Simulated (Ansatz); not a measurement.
Values for one crystal, relaxed and computed with DFT-PBEsol in the program Ansatz with PAW potentials; other levels are named.

- Volume per atom: 16.17 Å³
- Electronic character: metallic (no gap)
- Bulk modulus (Birch–Murnaghan fit): 82.5 GPa
- Hill bulk and shear moduli: 82.5 and 32.7 GPa
- Mechanical stability: stable (all eigenvalues of C positive)
- Poisson's ratio: 0.32
- Pressure derivative B′: 4.6

Question: Pick the material that matches.
(A) Al, fcc (Cu type)
(B) Pd, fcc (Cu type)
(C) Ca, fcc (Cu type)
(D) Li, fcc (Cu type)

Answer: A, Al, fcc (Cu type)

Space group Fm-3m (fcc (Cu type)). The cell was relaxed with PBEsol under the symmetry of its start. As this level gives no gap, shear constants depend on the k-mesh and smearing (Fermi–Dirac, 0.1 eV here).

Potentials: the earlier of the program's two PAW sets. The files were generated under PBE; for other functionals the program regenerates the frozen cores, and for LDA and PBEsol the local potential too.
